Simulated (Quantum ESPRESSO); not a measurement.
## Band energies of HgS

```
HgS
1.0
    0.00000     2.96966     2.96966
    2.96966     0.00000     2.96966
    2.96966     2.96966     0.00000
S Hg
1 1
Direct
  0.75000   0.75000   0.75000
  0.00000   0.00000   0.00000
```

PBEsol (Quantum ESPRESSO, PseudoDojo norm-conserving, 66 Ry, without SOC); path ΓXWKΓLUWLK,UX; energies in eV from the Fermi level.

```csv
k (1/Å),point,band 9,band 10,band 11,band 12,band 13,band 14,band 15,band 16
0.00,Γ,-6.18,-6.18,-0.79,-0.18,-0.18,-0.18,5.80,5.80
0.21,,-6.20,-6.17,-1.54,-0.42,-0.42,0.63,5.20,6.08
0.53,,-6.25,-6.11,-2.97,-1.33,-1.33,2.13,3.88,7.30
0.85,,-6.05,-6.04,-4.37,-2.16,-2.16,2.87,3.27,7.91
1.06,X,-6.04,-5.79,-4.88,-2.35,-2.35,2.92,3.20,8.10
1.45,,-6.16,-5.53,-5.10,-2.74,-2.37,3.39,4.56,7.03
1.59,W,-6.24,-5.49,-5.14,-2.80,-2.37,3.47,5.04,6.42
1.84,,-6.14,-5.58,-5.10,-2.86,-2.04,3.15,4.53,7.33
1.96,K,-6.11,-5.60,-5.10,-2.88,-1.94,3.02,4.44,7.74
2.06,,-6.14,-5.72,-5.01,-2.91,-1.72,2.97,4.83,7.31
2.37,,-6.21,-6.08,-4.08,-2.28,-0.99,2.39,5.68,5.74
2.67,,-6.21,-6.15,-2.62,-1.07,-0.43,1.31,5.07,6.24
2.88,,-6.19,-6.18,-1.56,-0.41,-0.24,0.49,5.39,5.92
3.08,Γ,-6.18,-6.18,-0.79,-0.18,-0.18,-0.18,5.80,5.80
3.18,,-6.18,-6.18,-1.07,-0.20,-0.20,0.07,5.68,5.84
3.49,,-6.18,-6.18,-2.76,-0.56,-0.56,1.02,5.24,6.28
3.69,,-6.16,-6.16,-4.01,-0.86,-0.86,1.27,5.73,6.48
4.00,L,-6.12,-5.82,-5.44,-1.08,-1.08,1.31,6.50,6.50
4.32,,-6.13,-5.78,-5.19,-2.17,-1.40,2.40,5.38,6.79
4.54,,-6.13,-5.67,-5.07,-2.84,-1.78,2.96,4.72,7.38
4.65,U,-6.11,-5.60,-5.10,-2.88,-1.94,3.02,4.44,7.74
4.90,,-6.19,-5.53,-5.11,-2.82,-2.27,3.38,4.81,6.71
5.02,W,-6.24,-5.49,-5.14,-2.80,-2.37,3.47,5.04,6.42
5.21,,-6.22,-5.63,-5.05,-2.79,-2.05,3.26,5.12,6.21
5.39,,-6.15,-5.76,-5.13,-2.34,-1.56,2.65,5.38,6.29
5.68,,-6.12,-5.81,-5.42,-1.22,-1.11,1.46,6.26,6.54
5.77,L,-6.12,-5.82,-5.44,-1.08,-1.08,1.31,6.50,6.50
5.93,,-6.12,-5.80,-5.36,-1.46,-1.17,1.70,6.01,6.67
6.09,,-6.13,-5.78,-5.19,-2.17,-1.40,2.40,5.38,6.79
6.34,,-6.12,-5.65,-5.07,-2.87,-1.83,2.99,4.65,7.49
6.42,K,-6.11,-5.60,-5.10,-2.88,-1.94,3.02,4.44,7.74
6.42,U,-6.11,-5.60,-5.10,-2.88,-1.94,3.02,4.44,7.74
6.51,,-6.08,-5.62,-5.04,-2.75,-2.11,3.02,4.02,7.89
6.79,X,-6.04,-5.79,-4.88,-2.35,-2.35,2.92,3.20,8.10
```

At this level the gap is closed or nearly so: along the path the highest valence and lowest conduction bands touch, or overlap by less than 0.6 eV, a zero-gap or semimetallic result; the valence top lies at Γ, the conduction bottom at Γ. Semilocal functionals close the gaps of some narrow-gap semiconductors, so this alone doesn't show that the compound has none.

Without spin-orbit coupling, band edges of such heavy elements can be off by tenths of an eV.

Geometry of the Materials Project entry, not relaxed at this level.

This is not the ordinary phase of the substance.
